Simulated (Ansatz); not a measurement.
Geometry optimisation in Ansatz: input, command and trajectory.

```yaml
crystal:
  lattice:
    - [-6.08443131, 4.05628754, 2.02814377]
    - [6.08443131, 4.05628754, -2.02814377]
    - [-2.02814377, -4.05628754, -6.08443131]
  atoms:
    - { symbol: Cu, position: [0.0487229107, 0.3483377103, 0.897055138] }
    - { symbol: Cu, position: [0.1938082692, 0.3893999116, 0.5916311436] }
    - { symbol: Cu, position: [0.3009174955, 0.1007528645, 0.399205095] }
    - { symbol: Cu, position: [0.9952909906, 0.0007166164, 0.0015903209] }
    - { symbol: Cu, position: [0.8499917517, 0.9508664448, 0.2969573335] }
    - { symbol: Cu, position: [0.8937914072, 0.2966420235, 0.1946215297] }
    - { symbol: Ru, position: [0.103253531, 0.7006891652, 0.8053898645] }
    - { symbol: Ru, position: [0.1497076006, 0.0485312622, 0.6925290134] }
    - { symbol: Ru, position: [0.2525362285, 0.7530444524, 0.5020108675] }
    - { symbol: Ru, position: [0.6029152021, 0.2055805899, 0.8025634029] }
    - { symbol: Ru, position: [0.6963087501, 0.8978251414, 0.5981917355] }
    - { symbol: Ru, position: [0.7537636868, 0.2487528889, 0.5022844073] }
    - { symbol: Ru, position: [0.803805688, 0.6072961901, 0.4030134388] }
    - { symbol: Ru, position: [0.4523756416, 0.1508770863, 0.1011879559] }
    - { symbol: Ru, position: [0.9396484222, 0.6463039287, 0.0921568359] }
    - { symbol: In, position: [0.5446986592, 0.8466103235, 0.8978156885] }
    - { symbol: In, position: [0.6473629134, 0.5491674416, 0.6958525169] }
    - { symbol: In, position: [0.354934594, 0.45666188, 0.3015065447] }
    - { symbol: In, position: [0.3940784508, 0.795572141, 0.1945939666] }
    - { symbol: In, position: [0.4954929034, 0.4943858907, 0.9969184576] }
  symmetry: { detect: false }
basis:
  ecutwfc: 420
kpoints:
  mp_grid: { grid: [2, 2, 2], shift: [0.5, 0.5, 0.5] }
hamiltonian:
  xc: pbe
scf:
  occupations: { method: gaussian, width: 0.1 }
  lower_state_search: "off"
output:
  forces: true
  stress: true
  eigenvalues: true
relax:
  adjacent_minimum: "off"
  f_tol: 0.04
  max_steps: 50
  cell: { stress_tol: 0.3 }
```

```bash
ansatz run input.yaml --threads 4 --pin off --max-ram 9216MiB --backend cpu --events-out ev --progress --plain --runs-dir out
```

Level of theory: Ansatz 0.2.0, DFT PBE, scalar-relativistic, plane waves, PAW.

Of 9 frames 9 are shown, positions in Å and forces in eV/Å; the SCF threshold varies from step to step. Steps run on the plane waves of an earlier cell, with a Pulay correction in the pressure. The basis is chosen afresh for the last frame, the zero of the energies, and at times for earlier ones too; energy and pressure can step there, also at an unchanged geometry. Where two frames share a geometry here, they differ by under 2 meV/atom and 0.3 GPa. The mark taken_back stands on steps that the optimiser undid.

```xyz
20
Lattice="-6.0844 4.0563 2.0281 6.0844 4.0563 -2.0281 -2.0281 -4.0563 -6.0844" Properties=species:S:1:pos:R:3:forces:R:3 pbc="T T T" step=1 free_energy_over_end_meV_per_atom=182.95 pressure_GPa=-13.00
Cu    0.0036   -2.0281   -6.0657    0.3912   -0.4290    0.4106
Cu   -0.0098   -0.0342   -3.9964    0.6125   -0.6274    0.0682
Cu   -2.0275    0.0100   -2.0230   -0.1409   -0.4887   -0.2134
Cu   -6.0546    4.0336    2.0075   -0.4372    0.3819    0.2373
Cu    0.0115    6.1003   -2.0114   -0.4008    0.1657   -0.4428
Cu   -4.0280    4.0393    0.0269    0.4253    0.1428   -0.2785
Ru    2.0016   -0.0059   -6.1120    1.2996    0.1281    0.8337
Ru   -2.0201   -2.0050   -4.0084   -1.0873   -0.8575    0.4927
Ru    2.0272    2.0426   -4.0696    1.4984   -0.4863   -0.3666
Ru   -4.0453    0.0241   -4.0773   -0.0973    0.1662    0.8312
Ru    0.0129    4.0398   -4.0484    0.4596    1.1032   -0.2027
Ru   -4.0914    2.0291   -2.0319    0.2258    0.2796   -0.1793
Ru   -2.0130    4.0891   -2.0536   -1.4838    0.6812   -0.4668
Ru   -2.0397    2.0365   -0.0042   -0.0571    0.1095   -0.2657
Ru   -1.9717    6.0593    0.0342   -0.9649   -0.2729   -0.3685
In    0.0161    2.0018   -6.0750    1.3355    1.5384   -0.0572
In   -2.0088    2.0309   -4.0347   -1.6700    0.6772    0.6205
In    0.0075    2.0691   -2.0408   -0.0179   -1.7225    0.2085
In    2.0482    4.0362   -1.9983    1.4275    0.0992   -1.5485
In   -2.0286   -0.0286   -6.0634   -1.3181   -0.5888    0.6873
20
Lattice="-5.8315 3.8797 1.9843 5.8453 3.8771 -1.9376 -1.9386 -3.9169 -5.8630" Properties=species:S:1:pos:R:3:forces:R:3 pbc="T T T" step=2 free_energy_over_end_meV_per_atom=42.05 pressure_GPa=7.19
Cu    0.0409   -1.9994   -5.8073   -0.0612    0.0038    0.1373
Cu    0.0429   -0.1002   -3.8522    0.2539   -0.3385   -0.1381
Cu   -1.9452   -0.0510   -1.9653    0.4775   -0.3804   -0.3744
Cu   -5.8457    3.8899    1.9880   -0.2651    0.0323    0.0888
Cu   -0.0037    5.8239   -1.9216   -0.1600    0.2211   -0.0361
Cu   -3.8232    3.8715    0.0343    0.0055    0.1037   -0.1105
Ru    2.0358   -0.0227   -5.8112   -0.9173    0.7117   -0.0253
Ru   -2.0237   -2.0175   -3.8353    0.2145   -0.4014   -0.5298
Ru    2.0741    1.8913   -3.9210    0.1718   -0.2478    0.5414
Ru   -3.8811    0.0065   -3.8264   -0.0375    0.5716    0.9476
Ru    0.0648    3.9254   -3.8646   -0.1673    0.8427    0.2477
Ru   -3.8838    1.9497   -1.9366   -0.5350    0.3423    0.3283
Ru   -2.0364    3.9340   -1.9745    0.1974   -0.1990    0.7879
Ru   -1.9519    1.9519   -0.0172   -0.0779   -0.3170   -0.5950
Ru   -1.9721    5.7713    0.0396   -0.1097   -0.1843   -0.4538
In    0.1418    2.0083   -5.8221   -0.7974   -0.1478   -0.0254
In   -2.0497    1.9753   -3.8111    0.9627   -0.3615   -0.6467
In    0.0180    1.8236   -1.9408    0.4031   -0.6943   -0.1511
In    2.0961    3.8587   -2.0221   -0.3000    0.0604    0.3560
In   -2.0353   -0.1108   -5.7709    0.7419    0.3826   -0.3488
20
Lattice="-5.9180 3.9810 2.0223 5.9258 3.9582 -1.9534 -1.9564 -4.0232 -5.9339" Properties=species:S:1:pos:R:3:forces:R:3 pbc="T T T" step=3 free_energy_over_end_meV_per_atom=7.97 pressure_GPa=-1.59
Cu    0.0395   -2.0649   -5.8745    0.0359    0.0059    0.0834
Cu    0.0774   -0.1725   -3.9284    0.0567   -0.1235   -0.1402
Cu   -1.9284   -0.1093   -2.0428    0.2444   -0.2661   -0.0928
Cu   -5.9826    3.9886    2.0413   -0.2857   -0.0248    0.0987
Cu   -0.0259    5.9824   -1.9189   -0.1379    0.1043    0.0040
Cu   -3.8563    3.9550    0.0576    0.1719    0.0275   -0.0656
Ru    2.0056    0.0060   -5.8617   -0.0716    0.4044    0.2693
Ru   -2.0624   -2.1241   -3.9173   -0.1312   -0.3406   -0.1628
Ru    2.1338    1.8959   -3.9304    0.2533   -0.1295    0.2024
Ru   -3.9210    0.0695   -3.7647   -0.0790    0.2070    0.3475
Ru    0.0429    4.1129   -3.8425   -0.1283    0.3827    0.0098
Ru   -3.9502    2.0332   -1.9298    0.0346   -0.1804   -0.0330
Ru   -2.0588    3.9969   -1.9388   -0.2153    0.1736    0.0015
Ru   -1.9875    1.9823   -0.0755    0.0638   -0.1306   -0.2639
Ru   -2.0137    5.8800    0.0346   -0.0256   -0.1544   -0.0726
In    0.1372    2.1169   -5.8510   -0.0117   -0.1499   -0.1209
In   -2.0586    2.0483   -3.8680    0.0904    0.1232   -0.2013
In    0.0608    1.7420   -2.0013    0.0998    0.1183    0.0874
In    2.1424    3.9406   -2.0585   -0.1833   -0.0274    0.2367
In   -2.0525   -0.1290   -5.8272    0.2189   -0.0197   -0.1879
20
Lattice="-5.9117 3.9710 1.9565 5.9359 3.9817 -1.9053 -1.9943 -4.0208 -5.8412" Properties=species:S:1:pos:R:3:forces:R:3 pbc="T T T" step=4 free_energy_over_end_meV_per_atom=9.14 pressure_GPa=2.05 taken_back
Cu    0.0513   -2.0602   -5.8444   -0.1531   -0.0925    0.3017
Cu   -0.0340   -0.3261   -3.9250    0.0137    0.1094    0.1607
Cu   -1.8379   -0.1189   -2.0883   -0.1078   -0.3060    0.1332
Cu   -6.1169    3.9268    1.9665    0.0303   -0.0857   -0.2553
Cu   -0.0555    6.0348   -1.7991    0.0952   -0.0122   -0.2344
Cu   -3.7682    3.9467    0.1263   -0.1721    0.1716   -0.3137
Ru    1.8864    0.0501   -5.6658   -0.1503   -0.1304   -0.3999
Ru   -2.1835   -2.2110   -3.9935    0.3682    0.4114    0.5527
Ru    2.1944    1.9381   -3.8441   -0.1504    0.1114    0.1137
Ru   -3.9062    0.1113   -3.6156   -0.0827    0.1774   -0.3106
Ru   -0.0082    4.2684   -3.7468   -0.0837   -0.1215   -0.1188
Ru   -3.9389    2.0321   -1.8844   -0.1095    0.0239   -0.2075
Ru   -2.0983    4.0337   -1.9219    0.2571    0.1566    0.0984
Ru   -1.9549    1.9571   -0.1902   -0.0158   -0.0620    0.2660
Ru   -2.0134    5.8370    0.0439    0.2705    0.0987    0.0288
In    0.1576    2.1822   -5.7357   -0.0416   -0.1359    0.1478
In   -2.0759    2.1450   -3.8389    0.1849   -0.3246   -0.1675
In    0.1141    1.7162   -2.0263   -0.0037   -0.0232   -0.1083
In    2.1704    3.9572   -2.0179   -0.0890   -0.0351    0.1363
In   -2.0558   -0.1281   -5.8049   -0.0603    0.0687    0.1766
20
Lattice="-5.9115 3.9746 2.0083 5.9317 3.9664 -1.9315 -1.9698 -4.0332 -5.9054" Properties=species:S:1:pos:R:3:forces:R:3 pbc="T T T" step=5 free_energy_over_end_meV_per_atom=0.32 pressure_GPa=-0.19
Cu    0.0334   -2.0703   -5.8508   -0.0051   -0.0028    0.0372
Cu    0.0461   -0.2497   -3.9347    0.0332    0.0616    0.0355
Cu   -1.8763   -0.1543   -2.0604    0.0274   -0.0912    0.0052
Cu   -6.0650    3.9512    2.0140   -0.0642   -0.0294   -0.0153
Cu   -0.0290    6.0059   -1.8713   -0.0262    0.0137   -0.0269
Cu   -3.8076    3.9503    0.0759    0.0048    0.0006   -0.0610
Ru    1.9532    0.0310   -5.7782   -0.0014    0.1398   -0.0093
Ru   -2.1111   -2.1677   -3.9444    0.0172   -0.0579   -0.0155
Ru    2.1668    1.9109   -3.8774    0.0043   -0.0381    0.0569
Ru   -3.9169    0.0984   -3.6913   -0.0269    0.1327    0.0031
Ru    0.0112    4.1888   -3.7968   -0.0194    0.0566   -0.0241
Ru   -3.9312    2.0134   -1.9170    0.0856   -0.0892   -0.0605
Ru   -2.0655    4.0124   -1.9204   -0.0319    0.0289    0.0231
Ru   -1.9697    1.9539   -0.1300   -0.0085   -0.0854   -0.0323
Ru   -2.0010    5.8534    0.0534    0.0240   -0.0644    0.0399
In    0.1526    2.1354   -5.8050    0.0673    0.0071   -0.0255
In   -2.0454    2.0826   -3.8675    0.0172    0.0086   -0.0303
In    0.0906    1.7249   -2.0140   -0.0360    0.0158    0.0280
In    2.1395    3.9372   -2.0155   -0.0207    0.0112    0.0408
In   -2.0412   -0.1454   -5.8209   -0.0406   -0.0183    0.0309
20
Lattice="-5.8945 3.9820 2.0156 5.9280 3.9882 -1.9276 -1.9699 -4.0595 -5.9068" Properties=species:S:1:pos:R:3:forces:R:3 pbc="T T T" step=6 free_energy_over_end_meV_per_atom=-0.04 pressure_GPa=0.15
Cu    0.0218   -2.0267   -5.8191    0.0175   -0.0389    0.0042
Cu    0.1260   -0.2124   -3.8942   -0.0889   -0.0043   -0.0249
Cu   -1.8703   -0.2194   -2.0866   -0.0310    0.1326    0.0234
Cu   -6.0908    3.9292    1.9876    0.0206   -0.0128   -0.0125
Cu   -0.0217    6.0043   -1.8570    0.0207   -0.0157   -0.0130
Cu   -3.8306    3.9472    0.0576    0.0399   -0.0389    0.0023
Ru    1.9653    0.0707   -5.7874   -0.0006   -0.0287    0.0411
Ru   -2.0823   -2.2030   -3.9351   -0.0020   -0.0197   -0.0437
Ru    2.1626    1.8972   -3.8579   -0.0938    0.0347    0.0195
Ru   -3.9241    0.1435   -3.7005   -0.0070   -0.0974    0.0763
Ru    0.0395    4.2229   -3.8064   -0.1501   -0.0441    0.0274
Ru   -3.8852    2.0001   -1.9231    0.0424   -0.1013    0.0628
Ru   -2.0555    4.0023   -1.9024    0.0315    0.1002   -0.0686
Ru   -1.9744    1.9233   -0.1304   -0.0023    0.0291   -0.0894
Ru   -2.0100    5.8409    0.0823    0.0898   -0.0262   -0.0316
In    0.1760    2.1586   -5.8065    0.0035    0.0152   -0.0141
In   -2.0252    2.1011   -3.8898    0.0505    0.0400    0.0623
In    0.0728    1.7408   -1.9950   -0.0093    0.0372   -0.0030
In    2.1328    3.9407   -2.0009   -0.0160    0.0178    0.0045
In   -2.0511   -0.1771   -5.7877    0.0845    0.0212   -0.0230
20
Lattice="-5.9060 3.9753 2.0208 5.9352 3.9747 -1.9319 -1.9680 -4.0490 -5.9132" Properties=species:S:1:pos:R:3:forces:R:3 pbc="T T T" step=7 free_energy_over_end_meV_per_atom=-0.70 pressure_GPa=-0.03
Cu    0.0315   -2.0500   -5.8352   -0.0066   -0.0054   -0.0015
Cu    0.0951   -0.2315   -3.9135   -0.0088    0.0138    0.0053
Cu   -1.8733   -0.1930   -2.0741   -0.0174    0.0240    0.0080
Cu   -6.0954    3.9262    2.0019    0.0107   -0.0064   -0.0051
Cu   -0.0229    5.9988   -1.8643    0.0028   -0.0086   -0.0033
Cu   -3.8172    3.9398    0.0608   -0.0066   -0.0054   -0.0133
Ru    1.9614    0.0569   -5.7842   -0.0015    0.0099   -0.0266
Ru   -2.0980   -2.1923   -3.9474   -0.0131    0.0118    0.0166
Ru    2.1629    1.9029   -3.8634   -0.0056   -0.0132   -0.0403
Ru   -3.9191    0.1270   -3.6915   -0.0071    0.0065   -0.0005
Ru    0.0201    4.2038   -3.8005   -0.0047   -0.0074    0.0037
Ru   -3.8968    1.9906   -1.9191    0.0162   -0.0033   -0.0024
Ru   -2.0578    4.0114   -1.9090    0.0082    0.0062    0.0093
Ru   -1.9722    1.9278   -0.1396   -0.0121   -0.0194    0.0029
Ru   -2.0012    5.8340    0.0790    0.0215   -0.0325    0.0020
In    0.1760    2.1490   -5.8159   -0.0081    0.0129    0.0094
In   -2.0267    2.0953   -3.8793    0.0129    0.0089   -0.0027
In    0.0820    1.7322   -2.0018    0.0051   -0.0023    0.0077
In    2.1355    3.9311   -2.0001    0.0027   -0.0035    0.0121
In   -2.0413   -0.1699   -5.8044    0.0116    0.0134    0.0187
20
Lattice="-5.9061 3.9756 2.0229 5.9319 3.9687 -1.9316 -1.9658 -4.0471 -5.9170" Properties=species:S:1:pos:R:3:forces:R:3 pbc="T T T" step=8 free_energy_over_end_meV_per_atom=-0.75 pressure_GPa=0.02
Cu    0.0310   -2.0519   -5.8375   -0.0025    0.0007    0.0008
Cu    0.0962   -0.2287   -3.9141    0.0001    0.0025   -0.0019
Cu   -1.8772   -0.1872   -2.0727   -0.0010    0.0000    0.0044
Cu   -6.0923    3.9266    2.0033    0.0026   -0.0004   -0.0022
Cu   -0.0255    5.9942   -1.8651   -0.0020    0.0032   -0.0009
Cu   -3.8207    3.9354    0.0569   -0.0032   -0.0055   -0.0025
Ru    1.9613    0.0553   -5.7903    0.0062    0.0076    0.0070
Ru   -2.0965   -2.1885   -3.9470   -0.0010    0.0058   -0.0089
Ru    2.1597    1.8971   -3.8684   -0.0097   -0.0017   -0.0089
Ru   -3.9197    0.1284   -3.6934    0.0062    0.0041   -0.0097
Ru    0.0174    4.1984   -3.7995    0.0043    0.0015    0.0051
Ru   -3.8949    1.9894   -1.9195    0.0057   -0.0128   -0.0010
Ru   -2.0568    4.0091   -1.9079   -0.0053    0.0036   -0.0020
Ru   -1.9728    1.9255   -0.1379   -0.0076   -0.0061   -0.0056
Ru   -2.0014    5.8265    0.0794    0.0047   -0.0117    0.0076
In    0.1720    2.1463   -5.8185    0.0050    0.0065   -0.0002
In   -2.0254    2.0950   -3.8802   -0.0048    0.0071    0.0040
In    0.0823    1.7313   -2.0000   -0.0061   -0.0032    0.0039
In    2.1324    3.9227   -1.9991    0.0119    0.0029    0.0040
In   -2.0372   -0.1692   -5.8040   -0.0036   -0.0040    0.0072
20
Lattice="-5.9061 3.9756 2.0229 5.9319 3.9687 -1.9316 -1.9658 -4.0471 -5.9170" Properties=species:S:1:pos:R:3:forces:R:3 pbc="T T T" step=9 free_energy_over_end_meV_per_atom=0.00 pressure_GPa=0.05
Cu    0.0310   -2.0519   -5.8375   -0.0024    0.0007    0.0006
Cu    0.0962   -0.2287   -3.9141    0.0000    0.0026   -0.0020
Cu   -1.8772   -0.1872   -2.0727   -0.0011    0.0000    0.0044
Cu   -6.0923    3.9266    2.0033    0.0025   -0.0004   -0.0021
Cu   -0.0255    5.9942   -1.8651   -0.0018    0.0029   -0.0008
Cu   -3.8207    3.9354    0.0569   -0.0031   -0.0055   -0.0026
Ru    1.9613    0.0553   -5.7903    0.0060    0.0074    0.0067
Ru   -2.0965   -2.1885   -3.9470   -0.0008    0.0062   -0.0090
Ru    2.1597    1.8971   -3.8684   -0.0101   -0.0015   -0.0090
Ru   -3.9197    0.1284   -3.6934    0.0061    0.0038   -0.0096
Ru    0.0174    4.1984   -3.7995    0.0042    0.0011    0.0053
Ru   -3.8949    1.9894   -1.9195    0.0052   -0.0125   -0.0011
Ru   -2.0568    4.0091   -1.9079   -0.0047    0.0033   -0.0018
Ru   -1.9728    1.9255   -0.1379   -0.0073   -0.0062   -0.0052
Ru   -2.0014    5.8265    0.0794    0.0048   -0.0113    0.0074
In    0.1720    2.1463   -5.8185    0.0044    0.0061   -0.0002
In   -2.0254    2.0950   -3.8802   -0.0040    0.0066    0.0041
In    0.0823    1.7313   -2.0000   -0.0060   -0.0026    0.0038
In    2.1324    3.9227   -1.9991    0.0114    0.0029    0.0045
In   -2.0372   -0.1692   -5.8040   -0.0031   -0.0037    0.0068
```

It took 100 s on 4 threads of Arm Neoverse V2, with other jobs on the host, peak memory 1.5 GiB.

The k mesh is coarse.